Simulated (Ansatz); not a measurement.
Static calculation, FePb

System: FePb, 2 atoms in the cell.

Ansatz input (lattice in Å, positions in fractions of it)
```yaml
crystal:
  lattice:
    - [3.2, 0, 0]
    - [0, 3.2, 0]
    - [0, 0, 4.1]
  atoms:
    - { symbol: Fe, position: [0, 0, 0], spin: 3, spin_axis: [1, 0, 0] }
    - { symbol: Pb, position: [0.5, 0.5, 0.5] }
kpoints:
  mp_grid: { grid: [8, 8, 6] }
hamiltonian:
  xc: lda
  pseudopotentials: { kind: paw_fr, source: ansatz, xc_functional: pbe }
  noncollinear_xc: locally_collinear
scf:
  occupations: { method: fermi_dirac, width: 0.1 }
  convergence: { dr2_threshold: "1e-9 eV" }
  max_iter: 300
output:
  forces: true
  stress: true
magnetization:
  noncollinear: true
  spin_orbit: true
```

All numbers below come from Ansatz 0.2.0 development build, LDA with spin–orbit coupling, plane waves, PAW datasets (earlier set, tuned by hand).

What the run gave

```yaml
Plane-wave_cutoff_used: 844 eV
Pressure: -9.97 GPa
Smearing_term_TS: 54.0 meV/atom
Net_spin_moment: 2.77 μB
Valence_electrons: 38
Irreducible_k-points: 100
CPU_time: of the order of 2.8 core-minutes on a shared host
```

Stress tensor in GPa, compression positive:
```
 -8.58   0.00   0.00
  0.00  -8.62   0.00
  0.00   0.00 -12.71
```

The stress includes the program's correction for the finite plane-wave basis.

The cell is a model and need not be the structure known for this compound. The k-mesh is modest, so these values aren't fully converged in k. One magnetic order was tried; another may lie lower. Potentials made with PBE were used with another functional.
